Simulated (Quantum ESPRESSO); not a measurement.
## Ga2AlInP4 (input and log of a self-consistent run)

Simulated, not a measurement. The program is pw.x of Quantum ESPRESSO 7.5 (plane-wave density functional theory). The cell is made up: 8 atoms on a zincblende/diamond lattice, with randomly drawn elements, strain and displacements, not relaxed. PseudoDojo standard norm-conserving files (v0.5 for PBE, v0.4.1 for LDA and PBEsol) set the functional; there is no spin polarisation, spin-orbit coupling or dispersion term, and the masses in the input are unused placeholders.

Input:

```
&control calculation='scf', pseudo_dir='./dojo.nc.sr.pbe.v0_5.standard.upf', outdir='./o', disk_io='medium', tprnfor=.true., tstress=.true. /
&system ibrav=0, nat=8, ntyp=4, nbnd=37, ecutwfc=79.96652505, nosym=.true., tot_charge=0,
 occupations='smearing', smearing='fd', degauss=0.0018374661
/
&electrons conv_thr=7.350e-09, electron_maxstep=60, /
ATOMIC_SPECIES
Al 1.0 Al.upf
Ga 1.0 Ga.upf
In 1.0 In.upf
P 1.0 P.upf
CELL_PARAMETERS angstrom
5.7912 -0.0477 0.0459
-0.0477 5.7529 -0.0465
0.0459 -0.0465 5.6676
ATOMIC_POSITIONS angstrom
Ga 0.012 -0.0114 -0.0314
Ga 0.0154 2.8813 2.7881
Al 2.9397 -0.0384 2.8821
In 2.8898 2.8994 -0.0081
P 1.4259 1.4124 1.4577
P 1.4399 4.2831 4.2156
P 4.3886 1.3979 4.2881
P 4.3855 4.2571 1.3935
K_POINTS automatic
4 4 4 1 1 1
```

The log is shortened where brackets say so; the opening notice, blank lines, dates and the lines on written files are dropped, and the path of the files is cut. It prints rydbergs, bohrs and kilobars, and counts compression as positive stress.

```
     Program PWSCF v.7.5
     Parallel version (MPI & OpenMP), running on       1 processor cores
     Number of MPI processes:                 1
     Threads/MPI process:                     1
     [start-up lines left out]
     bravais-lattice index     =            0
     lattice parameter (alat)  =      10.9445  a.u.
     unit-cell volume          =    1273.9879 (a.u.)^3
     number of atoms/cell      =            8
     number of atomic types    =            4
     number of electrons       =        62.00
     number of Kohn-Sham states=           37
     kinetic-energy cutoff     =      79.9665  Ry
     charge density cutoff     =     319.8661  Ry
     scf convergence threshold =      7.3E-09
     mixing beta               =       0.7000
     number of iterations used =            8  plain     mixing
     Exchange-correlation= PBE
                           (   1   4   3   4   0   0   0)
     [axes and pseudopotential details left out]
   Cartesian axes
     site n.     atom                  positions (alat units)
         1        Ga     tau(   1) = (   0.0020720  -0.0019684  -0.0054217  )
         2        Ga     tau(   2) = (   0.0026590   0.4974982   0.4814059  )
         3        Al     tau(   3) = (   0.5075818  -0.0066303   0.4976364  )
         4        In     tau(   4) = (   0.4989659   0.5006235  -0.0013986  )
         5        P      tau(   5) = (   0.2462023   0.2438713   0.2516930  )
         6        P      tau(   6) = (   0.2486196   0.7395393   0.7278845  )
         7        P      tau(   7) = (   0.7577554   0.2413677   0.7404027  )
         8        P      tau(   8) = (   0.7572202   0.7350501   0.2406080  )
     number of k points=    32  Fermi-Dirac smearing, width (Ry)=  0.0018
                       cart. coord. in units 2pi/alat
        k(    1) = (   0.1250490   0.1279100   0.1277711), wk =   0.0625000
        k(    2) = (   0.1230408   0.1299585   0.3832729), wk =   0.0625000
     [further k points left out]
     Dense  grid:   123011 G-vectors     FFT dimensions: (  64,  64,  64)
     Estimated max dynamical RAM per process >     163.71 MB
     Initial potential from superposition of free atoms
     starting charge      61.9877, renormalised to      62.0000
     Starting wfcs are   47 randomized atomic wfcs
     total cpu time spent up to now is       15.0 secs
     per-process dynamical memory:    96.2 Mb
     Self-consistent Calculation
     iteration #  1     ecut=    79.97 Ry     beta= 0.70
     Davidson diagonalization with overlap
     ethr =  1.00E-02,  avg # of iterations =  4.0
     Threshold (ethr) on eigenvalues was too large:
     Diagonalizing with lowered threshold
     Davidson diagonalization with overlap
     ethr =  5.31E-04,  avg # of iterations =  2.0
     total cpu time spent up to now is       67.0 secs
     total energy              =    -498.94040949 Ry
     estimated scf accuracy    <       0.33486351 Ry
     iteration #  2     ecut=    79.97 Ry     beta= 0.70
     Davidson diagonalization with overlap
     ethr =  5.40E-04,  avg # of iterations =  2.3
     total cpu time spent up to now is       91.7 secs
     total energy              =    -499.02513685 Ry
     estimated scf accuracy    <       0.08408825 Ry
     iteration #  3     ecut=    79.97 Ry     beta= 0.70
     Davidson diagonalization with overlap
     ethr =  1.36E-04,  avg # of iterations =  2.7
     total cpu time spent up to now is      117.4 secs
     total energy              =    -499.03959378 Ry
     estimated scf accuracy    <       0.00282973 Ry
     iteration #  4     ecut=    79.97 Ry     beta= 0.70
     Davidson diagonalization with overlap
     ethr =  4.56E-06,  avg # of iterations =  9.9
     total cpu time spent up to now is      163.4 secs
     total energy              =    -499.04016428 Ry
     estimated scf accuracy    <       0.00173394 Ry
     iteration #  5     ecut=    79.97 Ry     beta= 0.70
     Davidson diagonalization with overlap
     ethr =  2.80E-06,  avg # of iterations =  2.2
     total cpu time spent up to now is      190.9 secs
     total energy              =    -499.04035370 Ry
     estimated scf accuracy    <       0.00020962 Ry
     iteration #  6     ecut=    79.97 Ry     beta= 0.70
     Davidson diagonalization with overlap
     ethr =  3.38E-07,  avg # of iterations =  2.4
     total cpu time spent up to now is      218.8 secs
     total energy              =    -499.04039484 Ry
     estimated scf accuracy    <       0.00000778 Ry
     iteration #  7     ecut=    79.97 Ry     beta= 0.70
     Davidson diagonalization with overlap
     ethr =  1.26E-08,  avg # of iterations =  5.0
     total cpu time spent up to now is      260.7 secs
     total energy              =    -499.04039992 Ry
     estimated scf accuracy    <       0.00000242 Ry
     iteration #  8     ecut=    79.97 Ry     beta= 0.70
     Davidson diagonalization with overlap
     ethr =  3.91E-09,  avg # of iterations =  2.0
     total cpu time spent up to now is      284.9 secs
     total energy              =    -499.04040048 Ry
     estimated scf accuracy    <       0.00000005 Ry
     iteration #  9     ecut=    79.97 Ry     beta= 0.70
     Davidson diagonalization with overlap
     ethr =  8.85E-11,  avg # of iterations =  5.0
     total cpu time spent up to now is      324.6 secs
     total energy              =    -499.04040052 Ry
     estimated scf accuracy    <       0.00000008 Ry
     iteration # 10     ecut=    79.97 Ry     beta= 0.70
     Davidson diagonalization with overlap
     ethr =  8.85E-11,  avg # of iterations =  2.0
     total cpu time spent up to now is      348.6 secs
     End of self-consistent calculation
     [lines on levels left out]
!    total energy              =    -499.04040052 Ry
     estimated scf accuracy    <          6.1E-09 Ry
     smearing contrib. (-TS)   =      -0.00000000 Ry
     internal energy E=F+TS    =    -499.04040052 Ry
     The total energy is F=E-TS. E is the sum of the following terms:
     one-electron contribution =    -244.96839520 Ry
     hartree contribution      =     163.06575989 Ry
     xc contribution           =    -142.21472522 Ry
     ewald contribution        =    -274.92304000 Ry
     convergence has been achieved in  10 iterations
     Forces acting on atoms (cartesian axes, Ry/au):
     atom    1 type  2   force =     0.00049745    0.01333890    0.00697444
     atom    2 type  2   force =    -0.00329484   -0.00680691    0.00374888
     atom    3 type  1   force =     0.00246893    0.00385404   -0.00941723
     atom    4 type  3   force =    -0.02223282   -0.01125860    0.00540469
     atom    5 type  4   force =    -0.00398524   -0.02596959    0.01095700
     atom    6 type  4   force =    -0.01183399    0.02303546   -0.02509126
     atom    7 type  4   force =     0.02540865   -0.03686972   -0.03429708
     atom    8 type  4   force =     0.01297186    0.04067643    0.04172056
     Total force =     0.099565     Total SCF correction =     0.000242
     Computing stress (Cartesian axis) and pressure
          total   stress  (Ry/bohr**3)                   (kbar)     P=      -33.73
  -0.00026006   0.00004826  -0.00004523          -38.26        7.10       -6.65
   0.00004826  -0.00024384   0.00008435            7.10      -35.87       12.41
  -0.00004523   0.00008435  -0.00018392           -6.65       12.41      -27.06
     init_run     :     11.65s CPU     14.93s WALL (       1 calls)
     electrons    :    314.37s CPU    333.62s WALL (       1 calls)
     forces       :      4.06s CPU      4.14s WALL (       1 calls)
     stress       :     18.64s CPU     19.62s WALL (       1 calls)
     [timing details left out]
     PWSCF        :   5m48.94s CPU   6m12.82s WALL
     JOB DONE.
```

In other units: free energy -6789.791 eV for the cell, pressure -3.37 GPa, largest force component 1.073 eV/Å. A rerun of this cell at 1377 eV and a 6 x 6 x 6 mesh moved values by no more than 0.008 eV in energy, 0.02 GPa in stress and 0.002 eV/Å in force.